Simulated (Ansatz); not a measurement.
Here is the system:

ScPt3N:
```cif
data_NPt3Sc
_chemical_formula_sum 'Sc1 Pt3 N1'
_space_group_name_H-M_alt 'Pm-3m'
_space_group_IT_number 221
_space_group_name_Hall '-P 4 2 3'
_cell_length_a 4.18578
_cell_length_b 4.18578
_cell_length_c 4.18578
_cell_angle_alpha 90.000
_cell_angle_beta 90.000
_cell_angle_gamma 90.000
loop_
_atom_site_label
_atom_site_type_symbol
_atom_site_symmetry_multiplicity
_atom_site_Wyckoff_symbol
_atom_site_fract_x
_atom_site_fract_y
_atom_site_fract_z
_atom_site_occupancy
Sc1 Sc 1 a 0.00000 0.00000 0.00000 1
Pt1 Pt 3 c 0.00000 0.50000 0.50000 1
N1 N 1 b 0.50000 0.50000 0.50000 1
```

This is the PBEsol-relaxed structure.

Question: All from DFT-PBEsol in the program Ansatz with PAW potentials, unless another level is named. Estimate the electronic character.

Answer: metallic (no gap).

Question: What about the density of states at the Fermi level?

Answer: 0.37 states/eV per atom (mean over ±0.08 eV).

Question: What about the formation energy from the elements (no fitted shifts)?

Answer: -0.13 eV/atom.

Question: Next, the gap with spin–orbit coupling?

Answer: none (metallic).

The start of the workflow was typed in or built on a structure type; neither database checked (COD, Materials Project) lists it. Whether it is the stable phase at ambient conditions was not checked. The PBEsol relaxation kept the symmetry of its start. At this level the phase is dynamically unstable (imaginary phonons). The run is not spin-polarised. The references are the lowest solids computed at this level, not always the standard phases (solids in place of the gases). Scalar-relativistic: spin–orbit coupling is off unless named, which matters more the heavier the elements.

Potentials: the earlier of the program's two PAW sets. The files were generated under PBE; for other functionals the program regenerates the frozen cores, and for LDA and PBEsol the local potential too.
